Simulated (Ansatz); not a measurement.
The relaxed structure here is a generated cell of K: the first start was made by placing the elements on the sites of a structure type, and the end was not matched to a known phase here, so it may be hypothetical. Known forms of K include space group No. 229.

The end point of a relaxation of K. The numbers are results of PBEsol (plane waves to 420 eV, PAW, scalar-relativistic; Ansatz, an electronic-structure program), not measurements.

```xyz
3
Lattice="7.4506 0.0000 0.0000 -3.7253 6.4524 0.0000 0.0000 0.0000 4.4473" Properties=species:S:1:pos:R:3 pbc="T T T"
K      0.0000     0.0000     0.0000
K      0.0000     4.3016     2.2236
K      3.7253     2.1508     2.2236
```

Determine the symmetry and give the standard cell with its independent sites.

Space group P6/mmm (No. 191); a = 7.451 Å, b = 7.451 Å, c = 4.447 Å, α = 90.00°, β = 90.00°, γ = 120.00°

| atom | site | symmetry | x | y | z |
|---|---|---|---|---|---|
| K | 1a | 6/mmm | 0.0000 | 0.0000 | 0.0000 |
| K | 2d | -6m2 | 0.3333 | 0.6667 | 0.5000 |

Give the shortest distances between elements (the closest pairs, up to four, under 3.6 Å).

.

The volume per atom comes out as 71.27 Å³ and the band gap comes out as zero (metallic).

No spin polarisation in the result.

The run could not lose the symmetry of its start: the end is stationary, and may be a saddle point rather than a minimum.

All atoms sit on sites fixed by symmetry, so only the cell could relax.
